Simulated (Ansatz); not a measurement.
# Ge: the gap against volume

Ge, P4_32_12, a = 5.949 Å, c = 7.089 Å. This isn't the element's structure at ambient conditions. Ansatz: r2SCAN, PAW, 500 eV, Γ-centred 6×6×4 mesh on 12 atoms, Gaussian smearing 0.02 eV; no spin polarisation. Shape and atoms are relaxed at each volume; x = ln(V/V0) with V0 = 20.905 Å³/atom. The gap is read at the mesh points alone.

| x | gap y (eV) |
| --- | --- |
| -0.0619 | 0.952 |
| -0.0305 | 0.847 |
| 0.0000 | 0.739 |
| 0.0296 | 0.635 |
| 0.0583 | ? |

Problem. Fit a straight line to the other rows, give the volume deformation potential of the gap and its pressure coefficient, and predict the missing gap. B0 = 61.4 GPa.

Solution. Means x = -0.01570, y = 0.79325; Σ(Δx)² = 0.004652, ΣΔxΔy = -0.01615; the slope is their ratio. y = 0.7387 − 3.472 x. The slope is the deformation potential a = dE_g/d ln V = -3.47 eV, and dE_g/dP = −a/B0 = 56.5 meV/GPa. At x = 0.0583 the fit asked for gives 0.536 eV. The run gave 0.536 eV, the same to the digits shown. The form still works here, 31 % of the fitted range beyond its end.

Spin-orbit coupling is left out; it would lift a valence top of Ge p states by 0.1 to 0.15 eV. Semilocal functionals give gaps under the measured ones; changes of the gap mostly carry over better.